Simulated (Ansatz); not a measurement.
# Pressure against volume in AlGa3As4

The structure comes from a generated guess, relaxed at this level; another structure or a mixture of phases may lie lower.

Theory: DFT PBE, scalar-relativistic, plane waves, PAW (Ansatz). Settings of the last relaxation (8-atom cell): 420 eV, 10×10×10 k points, Gaussian smearing of 0.02 eV, no spin polarisation.

```cif
data_structure
_symmetry_space_group_name_H-M 'I-42m'
_symmetry_Int_Tables_number 121
_cell_length_a 5.7404
_cell_length_b 5.7404
_cell_length_c 11.4817
_cell_angle_alpha 90.000
_cell_angle_beta 90.000
_cell_angle_gamma 90.000
_cell_volume 378.35
loop_
_atom_site_label
_atom_site_type_symbol
_atom_site_symmetry_multiplicity
_atom_site_Wyckoff_symbol
_atom_site_fract_x
_atom_site_fract_y
_atom_site_fract_z
_atom_site_occupancy
Al1 Al 2 b 0.50000 0.50000 0.00000 1
Ga1 Ga 2 a 0.00000 0.00000 0.00000 1
Ga2 Ga 4 d 0.50000 0.00000 0.25000 1
As1 As 8 i 0.74944 0.74944 0.12465 1
```

The cell was set to several volumes, with shape and atoms relaxed at each where symmetry leaves them free. Pressure is positive in compression, and energies count from the lowest row.

```csv
row,V (Å³/atom),P (GPa),ΔE (meV/atom),gap on mesh (eV)
1,20.809,10.76,85.0,1.29
2,21.519,?,?,?
3,22.228,4.50,19.0,1.01
4,22.937,2.08,4.6,0.79
5,23.647,0.04,0.0,0.57
6,24.356,-1.69,3.8,0.36
7,25.066,-3.15,14.6,0.16
8,26.011,-4.72,38.0,0.00
```

Q: Find B = −V·ΔP/ΔV from rows 4 and 6 and from rows 1 and 3, and from the two its slope B′ and its value B0 at zero pressure.

A: Rows 4 and 6 give −(22.937 + 24.356)/2 × (-1.69 − (2.08))/(24.356 − 22.937) = 62.8 GPa at a mean pressure of 0.20 GPa. Rows 1 and 3 give −(20.809 + 22.228)/2 × (4.50 − (10.76))/(22.228 − 20.809) = 94.9 GPa at a mean pressure of 7.63 GPa. So B′ = (94.9 − 62.8)/(7.63 − (0.20)) = 4.32 and B0 = 62.8 − 4.32 × (0.20) = 61.9 GPa. A third-order Birch–Murnaghan fit to all the energies gives B0 = 62.3 GPa and B′ = 4.6.

Q: Estimate the pressure and energy of row 2.

A: From row 5, V0 = 23.647 × (1 + (0.04)/61.9) = 23.662 Å³/atom. Murnaghan's form P = (B0/B′)·[(V0/V)^B′ − 1] gives (61.9/4.32) × [(23.662/21.519)^4.32 − 1] = 7.26 GPa; the computed pressure is 7.37 GPa, so the estimate is off by -0.11 GPa. The work of compression from row 3, with the mean of the two pressures, gives ΔE = 19.0 + (7.26 + 4.50)/2 × (22.228 − 21.519)/160.2 × 1000 = 45.0 meV/atom (1 eV/Å³ = 160.2 GPa); the computed value is 45.1 meV/atom. Its gap on the mesh is 1.21 eV.

Kohn–Sham gaps at this level usually fall short of measured ones. All volumes keep the k mesh of the relaxed cell. A structure relaxed within its symmetry needn't be a true minimum.
